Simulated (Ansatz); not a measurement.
## Relaxation of Ti2C

Theory: DFT PBEsol, scalar-relativistic, plane waves, PAW in Ansatz 0.2.0. (420 eV cutoff, 8×8×8 k-mesh, Gaussian smearing of 0.10 eV, no spin polarisation)

What was changed: relaxed at 25 GPa.

Other phases may be more stable at this pressure.

Command:

```bash
ansatz run input.yaml --threads 2 --pin off --max-ram 5120MiB --backend cpu --events-out ev --progress --plain --runs-dir out
```

Input:

```yaml
crystal:
  lattice:
    - [0.0, 4.0901548382, 4.0901548382]
    - [4.0901548382, 0.0, 4.0901548382]
    - [4.0901548382, 4.0901548382, 0.0]
  atoms:
    - { symbol: Ti, position: [0.863719295, 0.378760235, 0.378760235] }
    - { symbol: Ti, position: [0.378760235, 0.378760235, 0.378760235] }
    - { symbol: Ti, position: [0.378760235, 0.378760235, 0.863719295] }
    - { symbol: Ti, position: [0.871239765, 0.386280705, 0.871239765] }
    - { symbol: Ti, position: [0.871239765, 0.871239765, 0.871239765] }
    - { symbol: Ti, position: [0.386280705, 0.871239765, 0.871239765] }
    - { symbol: Ti, position: [0.871239765, 0.871239765, 0.386280705] }
    - { symbol: Ti, position: [0.378760235, 0.863719295, 0.378760235] }
    - { symbol: C, position: [0.625, 0.625, 0.625] }
    - { symbol: C, position: [0.125, 0.625, 0.625] }
    - { symbol: C, position: [0.625, 0.625, 0.125] }
    - { symbol: C, position: [0.625, 0.125, 0.625] }
basis:
  ecutwfc: 420
kpoints:
  mp_grid: { grid: [8, 8, 8] }
hamiltonian:
  xc: pbesol
scf:
  occupations: { method: gaussian, width: 0.1 }
output:
  forces: true
  stress: true
  eigenvalues: true
relax:
  adjacent_minimum: "off"
  f_tol: 0.008
  max_steps: 50
  cell: { stress_tol: 0.08, p_target: 25.0 }
```

F is the free energy. Steps run on the plane waves of an earlier cell, but the last one, and at times one on the way, on a freshly chosen basis, so a repeated geometry can differ a little in energy. The relaxation lowers the enthalpy F + PV at the target pressure, so F itself can rise.

Steps:

```csv
step,F − F(1) (eV),largest force component (eV/Å),V (Å³/atom),P (GPa)
1,0.0000,0.463,11.404,29.15
2,0.2340,0.021,11.246,28.89
3,-0.2677,0.050,11.503,23.25
4,-0.1511,0.006,11.437,24.93
5,-0.1515,0.006,11.437,24.94
```

Relaxed structure:

```xyz
12
Lattice="0.0000 4.0941 4.0941 4.0941 0.0000 4.0941 4.0941 4.0941 0.0000" Properties=species:S:1:pos:R:3 pbc="T T T"
Ti    3.0852    5.1031    5.1031
Ti    3.0852    3.0852    3.0852
Ti    5.1031    5.1031    3.0852
Ti    5.1322    7.1501    5.1322
Ti    7.1501    7.1501    7.1501
Ti    7.1501    5.1322    5.1322
Ti    5.1322    5.1322    7.1501
Ti    5.1031    3.0852    5.1031
C     5.1176    5.1176    5.1176
C     5.1176    3.0706    3.0706
C     3.0706    3.0706    5.1176
C     3.0706    5.1176    3.0706
```

The structure is cubic, space group Fd-3m (No. 227). The conventional cell has a = 8.188 Å, b = 8.188 Å, c = 8.188 Å, α = 90.00°, β = 90.00°, γ = 90.00°. Ti (site symmetry 3m) is surrounded by 3 C at 2.03 Å. C (site symmetry -3m) is surrounded by 6 Ti at 2.03 Å.

The run converged. Time: 2.2 min on 2 threads of Intel(R) Xeon(R) Processor @ 2.50GHz (Skylake/Cascade Lake), with other jobs on the host, peak memory 0.62 GiB.